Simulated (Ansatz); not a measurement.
**Lattice dynamics at Γ of HfTi3O8 (rutile sites, Cmmm)**

Perturbation theory with PBEsol in the plane-wave code Ansatz on the PBEsol cell, ground state and force constants on a 4×4×4 mesh. No spin polarisation. The prototype was imposed, so other structures may be more stable.

It is orthorhombic, Cmmm (No. 65); a = 6.553 Å, b = 6.596 Å, c = 6.026 Å in the conventional setting, 10.85 Å³ an atom. Hf is surrounded by 6 O at 2.06–2.07 Å; Ti is surrounded by 6 O at 1.95–1.97 Å and 1 Ti at 2.95 Å; O is surrounded by 2 Ti at 1.97 Å and 1 Hf at 2.07 Å; O is surrounded by 2 Ti at 1.94–1.97 Å and 1 Hf at 2.06 Å; Ti is surrounded by 6 O at 1.94–2.01 Å; O is surrounded by 3 Ti at 1.95–2.01 Å.

```
CELL_PARAMETERS angstrom
3.29787 -3.27671 0.00000
3.29787 3.27671 0.00000
0.00000 0.00000 6.02647
ATOMIC_POSITIONS crystal
Hf 0.50000 0.50000 0.00000
Ti 0.00000 0.00000 0.74462
O 0.18682 0.18682 0.00000
O 0.81318 0.81318 0.00000
O 0.70005 0.29995 0.73620
O 0.29995 0.70005 0.73620
Ti 0.50000 0.50000 0.50000
Ti 0.00000 0.00000 0.25538
O 0.19459 0.19459 0.50000
O 0.80541 0.80541 0.50000
O 0.70005 0.29995 0.26380
O 0.29995 0.70005 0.26380
```

Optical modes without the longitudinal term (negative means imaginary):

| ω (cm⁻¹) | degeneracy | IR intensity, summed over the level ((D/Å)²/amu) |
| --- | --- | --- |
| -93 | 1 | 113.35 |
| -50 | 1 | 0.00 |
| 55 | 1 | 117.27 |
| 76 | 1 | 34.72 |
| 121 | 1 | 137.51 |
| 132 | 1 | 0.00 |
| 158 | 1 | 100.28 |
| 163 | 1 | 8.22 |
| 253 | 1 | 0.00 |
| 273 | 1 | 0.00 |
| 281 | 1 | 0.00 |
| 299 | 1 | 0.00 |
| 305 | 1 | 8.65 |
| 339 | 1 | 0.52 |
| 348 | 1 | 0.00 |
| 358 | 1 | 8.78 |
| 377 | 1 | 14.06 |
| 388 | 1 | 4.65 |
| 410 | 1 | 0.00 |
| 413 | 1 | 0.00 |
| 427 | 1 | 0.00 |
| 427 | 1 | 0.01 |
| 451 | 1 | 30.66 |
| 452 | 1 | 0.00 |
| 468 | 1 | 21.42 |
| 470 | 1 | 35.72 |
| 514 | 1 | 0.00 |
| 523 | 1 | 2.29 |
| 536 | 1 | 0.00 |
| 617 | 1 | 0.00 |
| 675 | 1 | 0.43 |
| 700 | 1 | 0.00 |
| 795 | 1 | 0.00 |

2 optical levels at Γ are imaginary (93i, 50i cm⁻¹, printed negative). The program warns that the force constants, and all that is formed from them, aren't settled on this k mesh, so whether the cell is unstable needs a finer one. Of the real levels 16 are infrared active, the strongest at 121 cm⁻¹.

The clamped-ion dielectric constant comes out as 6.41, 6.92 and 7.70 along x, y and z. Born charges, averaged over directions: Hf +6.17, Ti +6.53 to +6.58, O -3.24 to -3.20 e. The program notes that the ground state's band table doesn't vouch for all the bands that the response reads.

For comparison, on the r2SCAN cell the mean ε∞ is 6.26 with r2SCAN (ground state on 4×4×4; least gap 2.36 eV in its run on 6×6×4 and the special points).

No spin-orbit coupling is included; it can move band edges with weight on the heavy atoms by tenths of an eV.
